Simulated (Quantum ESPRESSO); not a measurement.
Parts of the isotropic shielding in TlBr, by PBE GIPAW (a modified build of Quantum ESPRESSO, JTH PAW datasets), 20 Ha, k-mesh 9×9×9 shifted:

```
TlBr
1.0
    3.99991     0.00000     0.00000
    0.00000     3.99991     0.00000
    0.00000     0.00000     3.99991
Tl Br
1 1
Direct
  0.00000   0.00000   0.00000
  0.50000   0.50000   0.50000
```
The cell comes from the Materials Project (a computed structure). It is TlBr in Pm-3m; whether this form has been observed was not checked. Stability against distortions was not tested.

The core term is that of the free atom's frozen core; the paramagnetic column sums the reconstruction terms. These are absolute shieldings with no macroscopic susceptibility term; δ = σ_ref − σ needs a reference computed alike. By our sweeps, such settings leave a few ppm in absolute σ on light atoms and up to some 20 ppm from Zn on. Spin–orbit coupling is left out; its weight grows with the heaviest atom, Tl here. No d partial waves on Br: the paramagnetic term there is incompletely reconstructed.

```
site           core  bare (smooth current)  diamagnetic correction  paramagnetic corrections  σ_iso (ppm)
-----------  ------  ---------------------  ----------------------  ------------------------  -----------
Br (atom 2)  3103.4                   47.3                    -8.3                       [?]          [?]
```

Task: Complete the blanks.

Result: 
- Br (atom 2), paramagnetic corrections: -1278.2
- Br (atom 2), σ_iso (ppm): 1864.3
